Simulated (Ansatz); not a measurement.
CdTe (zinc blende, F-43m), plane-wave PAW PBE (Ansatz code). The conduction-band minimum lies at Γ, with 1 equivalent valley. Second derivatives d²E/dk² of the lowest band at one valley (eV·Å²), along Cartesian directions:

```tsv
direction	d²E/dk²
[100]	145.1
[010]	145.1
[001]	145.1
[110]	145.0
[101]	145.0
[011]	145.0
```

Task: Find the principal effective masses, the density-of-states mass and the conductivity mass.

Result: Off-diagonal terms follow from H_xy = H[110] − (H_xx + H_yy)/2, and m*/mₑ = 7.620 eV·Å² over each eigenvalue: 0.052, 0.052, 0.053. One valley's DOS mass (m₁m₂m₃)^(1/3) = 0.053, conductivity mass 3/(Σ 1/mᵢ) = 0.053 mₑ.

Task: What effective density of states Nc follows at 300 K for parabolic valleys?

Result: Nc = 2.509e19 × 1 × (0.053)^(3/2) ≈ 3.1e17 cm⁻³.

Symmetry was held in the PBE relaxation; of distortions, only those at the zone centre were tested. Spin–orbit coupling is left out wherever it is not named.

Potentials: the later of the program's two PAW sets.

Edges and masses are those of Kohn–Sham bands, whose gap is no quasiparticle gap.
